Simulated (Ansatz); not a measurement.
# YHg2: pressure against volume, fitted

```yaml
crystal:
  lattice:
    - [4.77100, 0.00000, 0.00000]
    - [-2.38550, 4.13181, 0.00000]
    - [0.00000, 0.00000, 3.53600]
  atoms:
    - { symbol: Y, position: [0.00000, 0.00000, 0.00000] }
    - { symbol: Hg, position: [0.33333, 0.66667, 0.50000] }
    - { symbol: Hg, position: [0.66667, 0.33333, 0.50000] }
```

Atom numbers follow the list: Y1, Hg2, Hg3.

The cell is COD entry 1522355, as deposited and not checked against the literature; nothing was relaxed.

Spin polarisation is left out, and whether a magnetic state lies lower isn't shown here.

Spin–orbit coupling is left out, though it moves levels of the heavy atoms by tenths of an eV or more.

Theory: DFT, PBEsol, all-electron LAPW, scalar-relativistic (Ansatz 0.2.0).

The runs use a Γ-centred 10×10×12 k mesh, Fermi–Dirac smearing of 0.03 eV, basis error target 1 meV/atom, no spin polarisation.

The cell is scaled evenly. Fractional coordinates are held (clamped ions).

```json
{"V (Å³/atom)": "22.305", "P (GPa)": "4.21"}
{"V (Å³/atom)": "22.770", "P (GPa)": "2.19"}
{"V (Å³/atom)": "23.003", "P (GPa)": "1.27"}
{"V (Å³/atom)": "23.235", "P (GPa)": "0.40"}
{"V (Å³/atom)": "23.467", "P (GPa)": "-0.41"}
{"V (Å³/atom)": "23.700", "P (GPa)": "-1.18"}
{"V (Å³/atom)": "24.164", "P (GPa)": "-2.57"}
{"V (Å³/atom)": "24.629", "P (GPa)": "-3.80"}
```

Task: Fit a third-order Birch–Murnaghan curve to the pressures.

Result: P = (3B0/2)(y^(7/2) − y^(5/2))[1 + (3/4)(B0′ − 4)(y − 1)] with y = (V0/V)^(2/3) fits within 0.01 GPa for V0 = 23.348 Å³/atom, B0 = 81.8 GPa and B0′ = 5.23.

Task: Predict the pressure at the withheld volume, 21.841 Å³/atom.

Result: There y = 1.0455, so the fit gives 6.50 GPa; the run gave 6.50 GPa.
